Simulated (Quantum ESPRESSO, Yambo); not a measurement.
**Levels of theory for the gap of SrHI monolayer**

A free-standing SrHI monolayer (symmetry P4/nmm, slab cell 20.5 Å high): one geometry, one set of PBEsol (pw.x of Quantum ESPRESSO, ONCV potentials, with spin-orbit coupling) orbitals, self-energies from Yambo (4×4×1 Γ-centred k mesh, 208 bands and a 5 Ry block in the screening, 208 bands in G with the Bruneval-Gonze terminator, plasmon pole fitted at 27.2 eV, slab-truncated Coulomb interaction, stochastic integration of W near q = 0).

The layer was cut from Materials Project entry mp-24205 and relaxed with PBEsol in a cell 20.5 Å high, with the Coulomb interaction truncated along z.

| level | gap (0, 0.25) → Γ (eV) | direct gap at Γ (eV) | rough Yambo cost |
|---|---|---|---|
| PBEsol (Quantum ESPRESSO) | 3.65 | 3.71 | – |
| exchange only (Hartree-Fock self-energy on PBEsol orbitals) | 11.11 | 11.14 | about 1/10 (11 states) |
| G0W0@PBEsol, plasmon pole | 6.18 | 6.26 | 1 (11 states) |

Bare exchange has no screening and gives the widest gap.

Costs are rough ratios of core time on shared machines.

Nearest settings tried, and what they do to the gap: 138 bands in W, 138 bands in G: +61 meV; 3 Ry block (209 vectors against 443): -115 meV. Not varied: mesh, cell height. So the settings aren't converged at that level.

This is a model layer cut from the bulk structure; whether it is stable on its own was not checked.
